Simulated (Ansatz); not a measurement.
# Relaxing calcium (bcc)

All numbers below come from DFT, BLYP, plane waves (420 eV) with PAW, scalar-relativistic in Ansatz. (PAW data from PBE, frozen cores regenerated.)

k-point mesh 10×10×10, Fermi-Dirac smearing 0.1 eV, no spin polarisation. Cell and atoms relax.

Starting structure:

```
CELL_PARAMETERS angstrom
-2.21776 2.21776 2.21776
2.21776 -2.21776 2.21776
2.21776 2.21776 -2.21776
ATOMIC_POSITIONS crystal
Ca 0.00000 0.00000 0.00000
```

Question: What cell does the relaxation end in?

Answer: Im-3m with a = 4.392 Å; 42.37 Å³ per atom against 43.63 at the start (-2.9 %).

Question: How much energy does the relaxation gain?

Answer: 1.7 meV per atom.

Path of the relaxation (the plane waves are chosen anew near the end, which can shift the energy a little):

```json
{"step": "0", "E − E(final) (meV/atom)": "1.70", "V (Å³/atom)": "43.632", "P (GPa)": "-0.43", "max force (eV/Å)": "0.000"}
{"step": "1", "E − E(final) (meV/atom)": "0.65", "V (Å³/atom)": "43.159", "P (GPa)": "-0.27", "max force (eV/Å)": "0.000"}
{"step": "2", "E − E(final) (meV/atom)": "-0.02", "V (Å³/atom)": "42.369", "P (GPa)": "0.01", "max force (eV/Å)": "0.000"}
{"step": "3", "E − E(final) (meV/atom)": "0.00", "V (Å³/atom)": "42.369", "P (GPa)": "0.01", "max force (eV/Å)": "0.000"}
```
